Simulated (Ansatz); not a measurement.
Input, command and steps of an Ansatz relaxation.

```yaml
crystal:
  lattice:
    - [2.61655142, 2.61655142, 5.23310284]
    - [-2.61655142, -2.61655142, 5.23310284]
    - [7.84965426, -5.23310284, 2.61655142]
  atoms:
    - { symbol: Be, position: [0.2029590171, 0.0019660677, 0.6000849434] }
    - { symbol: Be, position: [0.6030975091, 0.9981931658, 0.8026887059] }
    - { symbol: Be, position: [0.7994053681, 0.997192724, 0.4002069637] }
    - { symbol: S, position: [0.5764581915, 0.8755920858, 0.594451786] }
    - { symbol: S, position: [0.472225586, 0.3804755896, 0.8032388177] }
    - { symbol: S, position: [0.9744014828, 0.8821038842, 0.7977478823] }
    - { symbol: S, position: [0.3760284434, 0.8722222931, 0.9995142561] }
    - { symbol: S, position: [0.7750330556, 0.879424705, 0.2013571409] }
    - { symbol: S, position: [0.6706305855, 0.3829825335, 0.397111003] }
    - { symbol: S, position: [0.1766372479, 0.8735217836, 0.3966962936] }
    - { symbol: S, position: [0.0796915575, 0.3697624521, 0.5991072302] }
    - { symbol: S, position: [0.8695249848, 0.3731420408, 0.9982776081] }
    - { symbol: S, position: [0.2775108631, 0.3741375252, 0.1975518862] }
    - { symbol: Zn, position: [0.0999968656, 0.4968928888, 0.7995254778] }
    - { symbol: Zn, position: [0.703047116, 0.4983728271, 0.6000132503] }
    - { symbol: Cd, position: [0.0004796486, 0.0036827249, 0.0004958272] }
    - { symbol: Cd, position: [0.4986112863, 0.5034249025, 0.0038790508] }
    - { symbol: Hg, position: [0.401445764, 0.0033448503, 0.1973696436] }
    - { symbol: Hg, position: [0.2998577618, 0.5105206807, 0.4016676059] }
    - { symbol: Hg, position: [0.9006238826, 0.5011645582, 0.204107578] }
  symmetry: { detect: false }
basis:
  ecutwfc: 420
kpoints:
  mp_grid: { grid: [2, 2, 2], shift: [0.5, 0.5, 0.5] }
hamiltonian:
  xc: pbe
scf:
  occupations: { method: gaussian, width: 0.1 }
  lower_state_search: "off"
output:
  forces: true
  stress: true
  eigenvalues: true
relax:
  adjacent_minimum: "off"
  f_tol: 0.04
  max_steps: 50
  cell: { stress_tol: 0.3 }
```

```bash
ansatz run input.yaml --threads 4 --pin off --max-ram 9216MiB --backend cpu --events-out ev --progress --plain --runs-dir out
```

Method: DFT PBE, scalar-relativistic, plane waves, PAW in Ansatz 0.2.0.

Of 7 frames 7 are shown, positions in Å and forces in eV/Å; the SCF threshold varies from step to step. Steps run on the plane waves of an earlier cell, with a Pulay correction in the pressure. The basis is chosen afresh for the last frame, the zero of the energies, and at times for earlier ones too; energy and pressure can step there, also at an unchanged geometry. Where two frames share a geometry here, they differ by under 2 meV/atom and 0.3 GPa.

```xyz
20
Lattice="2.6166 2.6166 5.2331 -2.6166 -2.6166 5.2331 7.8497 -5.2331 2.6166" Properties=species:S:1:pos:R:3:forces:R:3 pbc="T T T" step=1 free_energy_over_end_meV_per_atom=480.00 pressure_GPa=24.13
Be    5.2364   -2.6144    2.6425   -0.1827   -0.0417   -0.1348
Be    5.2670   -5.2343   10.4800   -0.2766   -0.0134    0.0278
Be    2.6240   -2.6118   10.4489   -0.1311   -0.0559    0.1623
S     3.8835   -3.8935    9.1541   -0.6385   -1.0144    0.8970
S     6.5452   -3.9634    6.5640   -0.5881    2.5380   -2.4439
S     6.5035   -3.9332   11.8026   -2.7709    1.5351   -1.6585
S     6.5475   -6.5289    9.1475   -3.0403    2.4035    2.4651
S     1.3074   -1.3269    9.1848    2.4524   -2.0681    2.7946
S     3.8698   -1.3255    6.5527    5.2783    1.0183   -1.0845
S     1.2905   -3.8994    6.5336   -0.8690   -5.9595    0.6832
S     3.9438   -3.8942    3.9196    2.2950   -0.6000   -2.6268
S     9.1349   -3.9253    9.1150   -1.1260    1.2459    2.5313
S     1.2979   -1.2866    3.9270    0.2217   -0.6048    0.6433
Zn    5.2375   -5.2225    5.2156   -0.1397   -0.1580    0.0798
Zn    5.2454   -2.6044    7.8571    0.0920    0.0326   -0.1956
Cd   -0.0045   -0.0110    0.0231    0.1133    0.4473   -0.2919
Cd    0.0179   -0.0329    5.2539   -0.3825    0.3409   -0.2852
Hg    2.5909    0.0088    2.6347    0.2633    0.0611   -0.1513
Hg    2.6017   -2.6532    5.2918    0.2850    0.1912   -1.4519
Hg    2.6474   -0.0229    7.8698   -0.8555    0.7020    0.0399
20
Lattice="2.7074 2.7129 5.4072 -2.7121 -2.7043 5.4052 8.0976 -5.3847 2.6953" Properties=species:S:1:pos:R:3:forces:R:3 pbc="T T T" step=2 free_energy_over_end_meV_per_atom=118.68 pressure_GPa=7.74
Be    5.4153   -2.6905    2.7264   -0.2234   -0.1661   -0.2163
Be    5.3861   -5.3515   10.8302   -0.3629    0.0591   -0.0346
Be    2.7292   -2.7196   10.7877   -0.0192   -0.2333    0.1682
S     3.9869   -4.0357    9.4638   -0.2846   -0.5306    0.3152
S     6.7204   -3.9779    6.6799    0.0749    1.1684   -1.1083
S     6.6059   -3.9781   12.1216   -1.1509    0.5563   -0.5530
S     6.6387   -6.6270    9.5312   -1.3547    1.2322    1.4977
S     1.4218   -1.4290    9.5919    1.2415   -1.0792    1.3423
S     4.1648   -1.3265    6.7208    1.9167    0.5766   -0.7059
S     1.3182   -4.2203    6.7507   -0.0052   -2.1432    0.1855
S     4.1419   -4.0414    3.9415    0.9870    0.0296   -1.1197
S     9.3775   -3.9706    9.4806   -0.3707    0.3439    1.1658
S     1.3368   -1.3319    4.0859    0.0709   -0.2262    0.6669
Zn    5.3696   -5.3536    5.3944   -0.2007    0.0177    0.1473
Zn    5.4161   -2.6920    8.1196    0.0027   -0.0643   -0.0290
Cd   -0.0319    0.0278    0.0125   -0.0625    0.2846   -0.4365
Cd   -0.0360    0.0170    5.4267   -0.3716    0.2823   -0.2554
Hg    2.7030    0.0093    2.7114    0.3969    0.1548   -0.5287
Hg    2.7228   -2.7769    5.4589    0.1263   -0.1512   -0.0913
Hg    2.7357   -0.0278    8.1231   -0.4106   -0.1115   -0.4102
20
Lattice="2.6925 2.7087 5.3992 -2.7595 -2.7516 5.4541 8.3982 -5.7079 2.6845" Properties=species:S:1:pos:R:3:forces:R:3 pbc="T T T" step=3 free_energy_over_end_meV_per_atom=12.20 pressure_GPa=0.89
Be    5.6077   -2.9092    2.6835   -0.1755   -0.1980   -0.1019
Be    5.4507   -5.5715   10.8426   -0.1612    0.0300    0.0099
Be    2.8712   -2.9936   10.8418   -0.0514   -0.1281    0.1234
S     4.0898   -4.3524    9.5017    0.0727    0.0491   -0.0253
S     6.9147   -4.1073    6.6099    0.0485    0.2945   -0.2515
S     6.6847   -4.2091   12.1083   -0.2210    0.1382   -0.0922
S     6.7517   -6.8729    9.6784   -0.2700    0.2950    0.4845
S     1.5578   -1.6611    9.7192    0.3019   -0.1528    0.5349
S     4.3926   -1.4864    6.6926    0.6744    0.3500   -0.1578
S     1.4730   -4.5387    6.8202   -0.1768   -0.6473    0.0718
S     4.3870   -4.2713    3.8801    0.2264    0.0942   -0.3780
S     9.6407   -4.2659    9.6021   -0.0048   -0.0197    0.4196
S     1.3648   -1.3816    4.2298   -0.0221   -0.0500    0.3487
Zn    5.5376   -5.5836    5.4210   -0.0256   -0.0832    0.0027
Zn    5.5509   -2.9386    8.1306   -0.0157   -0.0320   -0.0117
Cd   -0.0606    0.0422   -0.0659    0.0379   -0.0169   -0.2187
Cd   -0.1949    0.1079    5.4413   -0.0704    0.0448   -0.1423
Hg    2.7539   -0.0935    2.6230    0.1113    0.0813   -0.2233
Hg    2.8702   -3.0119    5.4467   -0.0379   -0.0288   -0.2117
Hg    2.8276   -0.1783    8.0932   -0.2406   -0.0203   -0.1810
20
Lattice="2.7398 2.7472 5.4337 -2.7648 -2.7638 5.4545 8.3259 -5.5904 2.7116" Properties=species:S:1:pos:R:3:forces:R:3 pbc="T T T" step=4 free_energy_over_end_meV_per_atom=2.77 pressure_GPa=0.54
Be    5.5539   -2.8566    2.6596   -0.1009   -0.1226   -0.1378
Be    5.3581   -5.4134   10.8691    0.0089   -0.0592   -0.1019
Be    2.9141   -2.9783   10.8829   -0.0058   -0.0156   -0.1022
S     4.0652   -4.2767    9.4645    0.0815    0.1369    0.1079
S     6.8699   -3.9681    6.5662   -0.0545    0.0368    0.1205
S     6.6341   -4.0749   12.1119    0.0472    0.0568    0.0951
S     6.6635   -6.7160    9.7905    0.0020    0.0540   -0.0339
S     1.6143   -1.6454    9.8622    0.0237    0.1242   -0.1756
S     4.4462   -1.3810    6.6712    0.0656   -0.1395    0.1696
S     1.4158   -4.5759    6.8139    0.1174    0.0362    0.1465
S     4.3531   -4.1962    3.8210    0.0934   -0.0567    0.0112
S     9.6286   -4.1503    9.6890   -0.0785    0.0469    0.1421
S     1.3559   -1.3543    4.3066   -0.0200   -0.0534    0.0453
Zn    5.4657   -5.4782    5.4239    0.0448   -0.0965   -0.0669
Zn    5.5447   -2.8381    8.1392   -0.0290   -0.0307   -0.0531
Cd   -0.0674    0.0847   -0.0403   -0.0134   -0.0064   -0.0032
Cd   -0.2281    0.1720    5.4845    0.0133    0.0134   -0.0406
Hg    2.8020   -0.0465    2.6973    0.0145    0.0108   -0.0128
Hg    2.8841   -2.9979    5.5097   -0.0778    0.0336   -0.1149
Hg    2.8780   -0.1688    8.1890   -0.1323    0.0306    0.0044
20
Lattice="2.7511 2.7566 5.4467 -2.7695 -2.7632 5.4591 8.3765 -5.6217 2.7159" Properties=species:S:1:pos:R:3:forces:R:3 pbc="T T T" step=5 free_energy_over_end_meV_per_atom=1.02 pressure_GPa=0.00
Be    5.5743   -2.9035    2.6417   -0.0452    0.0032   -0.0498
Be    5.3910   -5.4288   10.8783    0.0354   -0.0307   -0.0287
Be    2.9431   -2.9845   10.9020   -0.0163    0.0173    0.0254
S     4.1107   -4.2684    9.5085   -0.0016    0.0047    0.0308
S     6.9027   -3.9786    6.5959    0.0212   -0.0241    0.0108
S     6.6924   -4.0932   12.1526    0.0151   -0.0047    0.0117
S     6.7118   -6.7217    9.7959    0.0090   -0.0094    0.0034
S     1.6390   -1.6356    9.8590   -0.0154    0.0232    0.0036
S     4.4787   -1.4107    6.7040   -0.0084    0.0375    0.0316
S     1.4502   -4.5745    6.8354    0.0247    0.0212    0.0071
S     4.4036   -4.2348    3.8320    0.0265   -0.0283   -0.0089
S     9.6689   -4.1622    9.7211    0.0118   -0.0055    0.0211
S     1.3490   -1.3667    4.2975    0.0105   -0.0140    0.0516
Zn    5.5094   -5.5111    5.4468   -0.0030    0.0056    0.0294
Zn    5.5765   -2.8608    8.1719   -0.0223    0.0012   -0.0179
Cd   -0.0546    0.0722   -0.0248    0.0042    0.0215   -0.0126
Cd   -0.2089    0.1847    5.4789   -0.0324    0.0149   -0.0195
Hg    2.8060   -0.0410    2.7110    0.0491    0.0062   -0.0430
Hg    2.9066   -2.9976    5.4538   -0.0460    0.0150    0.0268
Hg    2.8683   -0.1561    8.1703   -0.0169   -0.0548   -0.0730
20
Lattice="2.7515 2.7642 5.4529 -2.7666 -2.7620 5.4593 8.3657 -5.6180 2.7157" Properties=species:S:1:pos:R:3:forces:R:3 pbc="T T T" step=6 free_energy_over_end_meV_per_atom=0.83 pressure_GPa=0.01
Be    5.5559   -2.9067    2.6280   -0.0091   -0.0171    0.0249
Be    5.3983   -5.4287   10.8751   -0.0159    0.0088   -0.0053
Be    2.9398   -2.9659   10.9175   -0.0057   -0.0065   -0.0257
S     4.1071   -4.2584    9.5211    0.0037    0.0015    0.0007
S     6.8986   -3.9715    6.6000   -0.0004    0.0023   -0.0056
S     6.6900   -4.0852   12.1592    0.0027    0.0087   -0.0014
S     6.7147   -6.7192    9.8008    0.0041    0.0009    0.0071
S     1.6370   -1.6181    9.8687   -0.0028   -0.0080    0.0067
S     4.4736   -1.4019    6.7081    0.0067    0.0037    0.0070
S     1.4497   -4.5658    6.8366    0.0083   -0.0052    0.0011
S     4.3980   -4.2389    3.8314    0.0047    0.0037   -0.0034
S     9.6580   -4.1467    9.7292    0.0020   -0.0050   -0.0121
S     1.3398   -1.3691    4.2960    0.0040    0.0036    0.0022
Zn    5.5049   -5.5033    5.4579   -0.0089    0.0021    0.0032
Zn    5.5648   -2.8554    8.1749   -0.0015   -0.0054    0.0171
Cd   -0.0520    0.0814   -0.0207   -0.0053    0.0006    0.0013
Cd   -0.2078    0.1939    5.4818    0.0146   -0.0003    0.0007
Hg    2.8187   -0.0425    2.7184    0.0070   -0.0028    0.0100
Hg    2.8990   -2.9894    5.4502   -0.0033    0.0193   -0.0144
Hg    2.8584   -0.1571    8.1575   -0.0047   -0.0051   -0.0139
20
Lattice="2.7515 2.7642 5.4529 -2.7666 -2.7620 5.4593 8.3657 -5.6180 2.7157" Properties=species:S:1:pos:R:3:forces:R:3 pbc="T T T" step=7 free_energy_over_end_meV_per_atom=0.00 pressure_GPa=0.03
Be    5.5559   -2.9067    2.6280   -0.0091   -0.0170    0.0248
Be    5.3983   -5.4287   10.8751   -0.0158    0.0087   -0.0054
Be    2.9398   -2.9659   10.9175   -0.0058   -0.0065   -0.0257
S     4.1071   -4.2584    9.5211    0.0045    0.0023   -0.0001
S     6.8986   -3.9715    6.6000   -0.0028    0.0020   -0.0051
S     6.6900   -4.0852   12.1592    0.0036    0.0097   -0.0022
S     6.7147   -6.7192    9.8008    0.0042    0.0008    0.0071
S     1.6370   -1.6181    9.8687   -0.0028   -0.0079    0.0064
S     4.4736   -1.4019    6.7081    0.0073    0.0024    0.0086
S     1.4497   -4.5658    6.8366    0.0084   -0.0049    0.0011
S     4.3980   -4.2389    3.8314    0.0042    0.0016   -0.0026
S     9.6580   -4.1467    9.7292    0.0007   -0.0038   -0.0109
S     1.3398   -1.3691    4.2960    0.0042    0.0034    0.0020
Zn    5.5049   -5.5033    5.4579   -0.0084    0.0022    0.0022
Zn    5.5648   -2.8554    8.1749   -0.0008   -0.0046    0.0159
Cd   -0.0520    0.0814   -0.0207   -0.0054    0.0006    0.0013
Cd   -0.2078    0.1939    5.4818    0.0146   -0.0003    0.0007
Hg    2.8187   -0.0425    2.7184    0.0069   -0.0029    0.0103
Hg    2.8990   -2.9894    5.4502   -0.0034    0.0195   -0.0145
Hg    2.8584   -0.1571    8.1575   -0.0044   -0.0052   -0.0139
```

The run took 69 s on 4 threads of Arm Neoverse V1 (shared host), peak memory 1.2 GiB.

The k mesh is coarse. Spin–orbit coupling is left out, which can shift energies with elements as heavy as these.